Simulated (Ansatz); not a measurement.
**How the field gradients follow the size of the cell in P**

Reference cell: a structure deposited in the COD, its atoms then relaxed with PBE in this cell.

```
P
1.0
     1.65545   -5.15950    0.00000
     1.65545    5.15950    0.00000
     0.00000    0.00000    4.31700
P
4
Cartesian
  1.6555 -4.0835 0.3345
  1.6555 -1.0760 2.4930
  1.6555 4.0835 3.9825
  1.6555 1.0760 1.8240
```

Sites (sets of like atoms) are named by element and the number of their first atom in this list.

The numbers come from a DFT calculation in Ansatz (PBE, plane waves and PAW, scalar-relativistic, 420 eV cutoff, Γ-centred 15×15×11 k-points, Fermi–Dirac smearing 0.05 eV).

The cell is scaled uniformly, and the ions relax again at each size.

V_zz in 10²¹ V/m²:

```json
{"V/V₀": "0.94", "P V_zz (η)": "-6.51 (0.12)"}
{"V/V₀": "0.96", "P V_zz (η)": "-6.74 (0.10)"}
{"V/V₀": "1.00", "P V_zz (η)": "-7.18 (0.06)"}
{"V/V₀": "1.04", "P V_zz (η)": "-7.57 (0.02)"}
{"V/V₀": "1.06", "P V_zz (η)": "-7.76 (0.01)"}
```

Task: One more run gives P -6.97 (0.07). At which V/V₀ was it made?

Result: V/V₀ = 0.98. P changes steadily, and interpolating it between the rows gives 0.980. Logarithmic slopes d ln|V_zz|/d ln V over the series: P 1.5. Point charges on a uniformly scaled lattice would give −1; atoms that shift within the cell as it changes, and charge that moves in the bonds, make the difference.

With no gap above 0.1 eV, as in a metal, the gradients converge slowly in k; expect changes of a tenth or more on a denser mesh. Semilocal functionals make gaps too small and can close them, so the real compound need not be a metal.
